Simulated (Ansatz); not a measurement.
# PbF2 and the effect of the choice of potentials or basis

It takes space group Fm-3m (No. 225, cubic). Conventional cell: a = 5.927 Å, b = 5.927 Å, c = 5.927 Å, α = 90.00°, β = 90.00°, γ = 90.00°. Around Pb (site symmetry m-3m) lie 8 F at 2.57 Å. F (site symmetry -43m) has 4 Pb at 2.57 Å as nearest neighbours.

Kept alike: task single point; functional PBEsol; k mesh 8 × 8 × 8; occupations fermi-dirac, width 0.05 eV; no spin polarisation. Program: Ansatz. Cutoffs run from 420 to 1800 eV. The mesh is that of the run's cell of 3 atoms. No spin-orbit coupling.

| choice of potentials or basis | band gap (eV) |
| --- | --- |
| Ansatz PAW (files of its older set among them) (made for PBE) | 4.311 |
| Ansatz PAW (made for PBE) | 4.310 |
| JTH PAW (made for PBE) | 4.309 |
| PseudoDojo standard (PBEsol files) | 4.322 |
| PseudoDojo stringent (PBEsol files) | 4.331 |

Spin-orbit coupling, left out here, moves the band edges of heavy atoms and can close or invert small gaps. A gap read on the mesh alone can miss an edge between its points.

Problem. What does the choice of potentials or basis change here?

Solution. The band gap runs from 4.309 (JTH PAW (made for PBE)) to 4.331 eV (PseudoDojo stringent (PBEsol files)).
